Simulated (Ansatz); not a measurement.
Input file for Ansatz (a first-principles code):

Ansatz 0.2 input:
```yaml
crystal:
  lattice:
    - [0.0, 5.3295936252, 5.3295936252]
    - [5.3295936252, 0.0, 5.3295936252]
    - [5.3295936252, 5.3295936252, 0.0]
  atoms:
    - { symbol: Cs, position: [0.75, 0.75, 0.75] }
    - { symbol: Cs, position: [0.25, 0.25, 0.25] }
    - { symbol: Na, position: [0.5, 0.5, 0.5] }
    - { symbol: La, position: [0.0, 0.0, 0.0] }
    - { symbol: Cl, position: [0.745999414, 0.254000586, 0.254000586] }
    - { symbol: Cl, position: [0.254000586, 0.745999414, 0.745999414] }
    - { symbol: Cl, position: [0.254000586, 0.745999414, 0.254000586] }
    - { symbol: Cl, position: [0.745999414, 0.254000586, 0.745999414] }
    - { symbol: Cl, position: [0.254000586, 0.254000586, 0.745999414] }
    - { symbol: Cl, position: [0.745999414, 0.745999414, 0.254000586] }
kpoints:
  mp_grid: { grid: [4, 4, 4] }
hamiltonian:
  xc: lda
  pseudopotentials: { kind: paw }
scf:
  occupations: { method: fixed }
phonons:
  method: dfpt
  response_accuracy: low
  qmesh: [2, 2, 2]
  interpolated_qmesh: [9, 9, 9]
  dielectric: true
  rigid_motions: translations
  temperatures: { t_max: 1000, t_step: 50 }
  qpath:
    path:
      - [[0.0, 0.0, 0.0], [0.5, 0.0, 0.5], [0.625, 0.25, 0.625]]  # Γ-X-U
      - [[0.375, 0.375, 0.75], [0.0, 0.0, 0.0], [0.5, 0.5, 0.5], [0.5, 0.25, 0.75], [0.5, 0.0, 0.5]]  # K-Γ-L-W-X
    npoints: 13
```

Output (shortened):

```
WARN phonons: the dynamical matrix that this run interpolates holds no multipole term above the dipole-dipole one, and a site of this crystal is no centre of …
Pseudopotential: Cs, paw, valence charge 9
Pseudopotential: Na, paw, valence charge 9
Pseudopotential: La, paw, valence charge 11
Pseudopotential: Cl, paw, valence charge 7
Functional definition: SPW92
Crystal: 10 atoms, lattice volume = 302.770 Å³
Basis set: ecut = 420 eV, 5961 PW (Γ), exchange–correlation on 108×108×108 points (8 copies of the dense FFT grid, shifted against one another)
Bands: 50, of which v1, the nominal top of the filled ones, is band 40 counted from 1 (39 counted from 0)
Symmetry: 48 space group operations
k-points: 36 of 64 (irreducible under 1 space group operation, time reversal used)
SCF iter   1: F=—  HF=-24838.368180 eV  |F-HF|=—  |Δ(HF+E_count)|=         —  Δρ=6.13e-3  dr2=1.20e-1  ethr=1.77e-3  ⟨swp⟩=5.0  Hψ=5704  notcnv=0  defer=122
preconditioner: auto → Resta (q_TF=auto, 2.186 Å⁻¹)
SCF iter   2: F=—  HF=-24838.334625 eV  |F-HF|=—  |Δ(HF+E_count)|=   3.36e-2  Δρ=2.84e-3  dr2=2.16e-2  ethr=1.51e-4  ⟨swp⟩=3.0  Hψ=3852  notcnv=0  defer=235
SCF iter   3: F=—  HF=-24838.328953 eV  |F-HF|=—  |Δ(HF+E_count)|=   5.67e-3  Δρ=8.54e-4  dr2=2.23e-3  ethr=2.70e-5  ⟨swp⟩=3.0  Hψ=2559  notcnv=0  defer=254
SCF iter   4: F=—  HF=-24838.328546 eV  |F-HF|=—  |Δ(HF+E_count)|=   4.07e-4  Δρ=1.52e-4  dr2=8.34e-5  ethr=2.78e-6  ⟨swp⟩=2.1  Hψ=3154  notcnv=0  defer=260
SCF iter   5: F=—  HF=-24838.328569 eV  |F-HF|=—  |Δ(HF+E_count)|=   2.31e-5  Δρ=4.11e-5  dr2=7.38e-6  ethr=1.04e-7  ⟨swp⟩=2.9  Hψ=3253  notcnv=0  defer=197
SCF iter   6: F=—  HF=-24838.328481 eV  |F-HF|=—  |Δ(HF+E_count)|=   8.85e-5  Δρ=1.29e-5  dr2=7.09e-7  ethr=9.23e-9  ⟨swp⟩=2.0  Hψ=3161  notcnv=0  defer=100
SCF iter   7: F=—  HF=-24838.328481 eV  |F-HF|=—  |Δ(HF+E_count)|=   6.18e-8  Δρ=4.64e-6  dr2=7.48e-8  ethr=8.86e-10  ⟨swp⟩=2.3  Hψ=2991  notcnv=0  defer=100
SCF iter   8: F=—  HF=-24838.328481 eV  |F-HF|=—  |Δ(HF+E_count)|=   1.49e-8  Δρ=9.57e-7  dr2=3.96e-9  ethr=9.35e-11  ⟨swp⟩=2.3  Hψ=3156  notcnv=0  defer=101
SCF iter  10: F=-24838.328481 eV  HF=-24838.328481 eV  |F-HF|=0.00e0  |Δ(HF+E_count)|=  3.27e-11  Δρ=3.03e-8  dr2=3.45e-12  ethr=1.00e-12  ⟨swp⟩=13.7  Hψ=10445  notcnv=0
SCF 1 converged in 10 iterations: F = -24838.328481 eV  dr2 = 3.45e-12
NSCF: frozen V_eff on 2 k-points
DFPT response loops at Γ: preconditioner auto → none (the input reference at scf.mixing.eps_inf says where Resta's filter doesn't serve); β = 0.50 …
NSCF: frozen V_eff on 8 k-points
NSCF: frozen V_eff on 72 k-points
DFPT response loops at q = (0, 0, -0.5) (fractional): preconditioner auto → Resta (q_TF=auto, 2.186 Å⁻¹)  ε∞=3.5 (no band partly filled) …
NSCF: frozen V_eff on 72 k-points
DFPT response loops at q = (0, -0.5, -0.5) (fractional): mixed as the last ones told, above
WARN: on the 9×9×9 q-mesh 58 entries of the irreducible table, 1.414e0 modes per cell, the lowest at -42.70 cm⁻¹, stand at or below zero and are read as no …
SCF converged after 10 iterations
Free energy (F): -24838.328481 eV
Harris-Foulkes:  -24838.328481 eV  (|F-HF|=0.00e0)
Internal energy: -24838.328481 eV  (E = F + TS)
E sigma→0 (E₀):  -24838.328481 eV
Fermi energy:    2.337468 eV
--- Per-component energies (eV) ---
  E_band       = -503.273026
  E_kinetic    = 1568.508651
  E_local      = -3964.768514  (includes V_loc(G=0)·N_el)
  E_nonlocal   = 464.160743
  E_hartree    = 1377.696292
  E_xc         = -1160.135270
  E_vxc        = -1182.297632  (∫ρ·V_xc dr)
  E_paw        = -19047.040730  (= ΣΔE_a)
  E_vpaw       = -144.269490  (= ΣTr[D̂ρ^β])
  E_aug_tail   = 0.000565  (compensation charges beyond the density's cutoff)
  E_ewald      = -4078.897888
  E_core_change = 2.147669  (= ΣΔE_core)
  E_smearing   =  0.000000  (= −TS)
  E_closure    =  0.000000  (closes the sum)
  Σ components = -24838.328481   (vs F -24838.328481, Δ=0.00e0)
  [band-id]    e_kinetic+e_local+e_nonlocal+2·e_hartree+e_vxc+e_vpaw+e_augmentation_tail = -503.273091   (vs E_band -503.273026, Δ=-6.48e-5)
--- Band table (eV; the first three rows and the last of 36) ---
  k-point 0: bands = ["-45.6350", "-27.4621", "-18.1746", "-18.1746", "-18.1746", "-16.6206", "-16.6066", "-11.9860", "-11.9860", "-11.9860", "-10.4267", "-10.1395", "-10.1395", "-9.3606", "-9.3606", "-9.3606", "-3.5511", "-3.5511", "-3.5511", "-3.4087", …
  k-point 1: bands = ["-45.6350", "-27.4621", "-18.1746", "-18.1746", "-18.1746", "-16.6183", "-16.6083", "-12.0032", "-11.9827", "-11.9827", "-10.3517", "-10.1707", "-10.1707", "-9.4425", "-9.3293", "-9.3293", "-3.5134", "-3.5134", "-3.4643", "-3.4121", …
  k-point 2: bands = ["-45.6350", "-27.4621", "-18.1746", "-18.1745", "-18.1745", "-16.6132", "-16.6128", "-12.0198", "-11.9794", "-11.9794", "-10.2622", "-10.1998", "-10.1998", "-9.5392", "-9.3000", "-9.3000", "-3.4489", "-3.4489", "-3.4418", "-3.4418", …
  k-point 35: bands = ["-45.6350", "-27.4621", "-18.1746", "-18.1745", "-18.1745", "-16.6132", "-16.6128", "-12.0198", "-11.9794", "-11.9794", "-10.2622", "-10.1998", "-10.1998", "-9.5392", "-9.3000", "-9.3000", "-3.4489", "-3.4489", "-3.4418", "-3.4418", …
--- Phonons (Γ-DFPT): 5 representative perturbations + reference, on 36 of 64 k-points (Σ response iterations 16) ---
  ASR residual: 4.503e-4 → 0.000e0 eV/Å²; symmetrization residual: 9.486e-5 eV/Å²
  ASR residual per site (eV/Å²): 9.30e-5 9.30e-5 8.54e-5 2.33e-4 4.50e-4 4.50e-4 4.50e-4 4.50e-4 4.50e-4 4.50e-4
  Γ frequencies (cm⁻¹): -42.70 -42.70 -42.70 0.00 0.00 0.00 33.17 33.17 33.17 35.92 35.92 35.92 45.59 45.59 45.59 77.35 77.35 77.35 96.51 96.51 96.51 200.49 200.49 200.49 241.73 241.73 273.76 273.76 273.76 294.69
  ε∞ (high-frequency dielectric tensor):
        2.958795     0.000000     0.000000
        0.000000     2.958795     0.000000
        0.000000     0.000000     2.958795
  ε⁰ (static dielectric tensor): not given — an optical mode at Γ is not stable, and the ionic part, a sum over the modes at Γ, is formed only where all of …
  softest optical mode at Γ: -42.70 cm⁻¹; the repairs (sum rule, projections) moved no ω² at Γ by more than (6.09 cm⁻¹)²
  Born effective charges Z* (e; rows j = field, columns β = displacement):
    site 0:
         1.33119    0.00000    0.00000
         0.00000    1.33119    0.00000
         0.00000    0.00000    1.33119
    site 1:
         1.33119    0.00000    0.00000
         0.00000    1.33119    0.00000
         0.00000    0.00000    1.33119
    site 2:
         1.23611    0.00000    0.00000
         0.00000    1.23611    0.00000
         0.00000    0.00000    1.23611
    site 3:
         3.53834    0.00000    0.00000
         0.00000    3.53834    0.00000
         0.00000    0.00000    3.53834
    site 4:
        -1.92882    0.00000    0.00000
         0.00000   -0.89480    0.00000
         0.00000    0.00000   -0.89480
    site 5:
        -1.92882    0.00000    0.00000
         0.00000   -0.89480    0.00000
         0.00000    0.00000   -0.89480
    site 6:
        -0.89480    0.00000    0.00000
         0.00000   -1.92882    0.00000
         0.00000    0.00000   -0.89480
    site 7:
        -0.89480    0.00000    0.00000
         0.00000   -1.92882    0.00000
         0.00000    0.00000   -0.89480
    site 8:
        -0.89480    0.00000    0.00000
         0.00000   -0.89480    0.00000
         0.00000    0.00000   -1.92882
    site 9:
        -0.89480    0.00000    0.00000
         0.00000   -0.89480    0.00000
         0.00000    0.00000   -1.92882
  Z* charge neutrality: 3.497e-5 e pre-enforcement
  k-mesh period / interband length: 30.1 Å / 1.32 Å = 22.85 at k = (0.0000, 0.0000, 0.0000), direct gap 4.891 eV — 14 or more, which is no proof of convergence
  optical modes at Γ without the LO–TO term, one row a degenerate level:
      ω (cm⁻¹)  modes    IR ((D/Å)²/amu)
        -42.70      3             0.0000
         33.17      3             0.0000
         35.92      3             5.2649
         45.59      3             0.0000
         77.35      3             5.3421
         96.51      3             0.0000
        200.49      3             0.0003
        241.73      2             0.0000
        273.76      3            22.8567
        294.69      1             0.0000
  optical modes at Γ + LO–TO along q̂ = [1.0000, 0.0000, 0.0000]:
      ω (cm⁻¹)  modes    IR ((D/Å)²/amu)
        -42.70      3             0.0000
         33.17      3             0.0000
         35.92      2             3.5100
         45.59      3             0.0000
         53.71      1             0.2011
         77.35      2             3.5614
         96.51      3             0.0000
        104.70      1             1.9082
        200.49      2             0.0002
        200.49      1             0.0001
        241.73      2             0.0000
        273.76      2            15.2378
        294.69      1             0.0000
        308.10      1             9.0453
  optical modes at Γ + LO–TO along q̂ = [0.0000, 1.0000, 0.0000]:
      ω (cm⁻¹)  modes    IR ((D/Å)²/amu)
        -42.70      3             0.0000
         33.17      3             0.0000
         35.92      2             3.5100
         45.59      3             0.0000
         53.71      1             0.2011
         77.35      2             3.5614
         96.51      3             0.0000
        104.70      1             1.9082
        200.49      2             0.0002
        200.49      1             0.0001
        241.73      2             0.0000
        273.76      2            15.2378
        294.69      1             0.0000
        308.10      1             9.0453
  optical modes at Γ + LO–TO along q̂ = [0.0000, 0.0000, 1.0000]:
      ω (cm⁻¹)  modes    IR ((D/Å)²/amu)
        -42.70      3             0.0000
         33.17      3             0.0000
         35.92      2             3.5100
         45.59      3             0.0000
         53.71      1             0.2011
         77.35      2             3.5614
         96.51      3             0.0000
        104.70      1             1.9082
        200.49      2             0.0002
        200.49      1             0.0001
        241.73      2             0.0000
        273.76      2            15.2378
        294.69      1             0.0000
        308.10      1             9.0453
  non-analytic LO–TO correction: the dipole-dipole term of the run's Born effective charges and high-frequency dielectric tensor (where they are solved with …
--- Phonons (arbitrary-q DFPT): 3 irreducible q on the 2×2×2 mesh ---
  q = [0.0000, 0.0000, 0.0000] (star 1, of the zone-centre solve; hermiticity 1.72e-5, symmetrization 6.26e-6): -42.70 -42.70 -42.70  0.00 0.00 0.00 33.17 33.17 33.17 35.92 35.92 35.92 45.59 45.59 45.59 77.35 77.35 77.35 96.51 96.51 96.51 200.49 200.49 200.49 …
  q = [0.0000, 0.0000, -0.5000] (star 4, 5 solved perturbations in 132 linear systems a pass and spin channel, the states on 36 of 64 k-point pairs; hermiticity 5.82e-6, symmetrization 2.80e-13): 11.57 17.45 25.87 25.87 27.29 27.29 30.06 30.06 32.01 32.01 …
  q = [0.0000, -0.5000, -0.5000] (star 3, 11 solved perturbations in 178 linear systems a pass and spin channel, the states on 36 of 64 k-point pairs; hermiticity 1.61e-5, symmetrization 4.26e-13): -40.25 26.92 26.92 29.44 29.44 29.50 36.76 36.76 50.44 53.26 …
  sum rule: each row above includes the acoustic sum rule's correction from the zone centre's row sums; it moved no ω² by more than (1.86 cm⁻¹)²
  mesh force constants: q→R imaginary residual 3.90e-17; ASR residual 4.503e-4 → 0.000e0 eV/Å²; symmetrization residual 5.329e-15 eV/Å²
  interpolated dispersion: 81 rows × 30 modes
  density of states and harmonic sums: on the 9×9×9 q-mesh, interpolated from the force constants of a 2×2×2 supercell (with the dipole–dipole term)
  largest difference from the sums on the solved wave vectors: F 1.28e-1 eV, S 1.53e-4 and C_V 2.84e-5 eV/K
  zero-point energy: 0.203934 eV/cell   skipped modes (ω ≤ 0): 61, of them read as no rigid motion or as one in doubt …
```

Cost: very roughly 18 core-minutes on shared cores.

Space group Fm-3m. The workflow started from a Materials Project entry (that database holds measured and hypothetical structures alike); the Crystallography Open Database copy checked does not list it. Its standing as an ambient phase is unchecked. The cell was relaxed with LDA under the symmetry of its start. Spin–orbit coupling is left out wherever it is not named.

Potentials: the later of the program's two PAW sets.

Ansatz is a plane-wave DFT program.
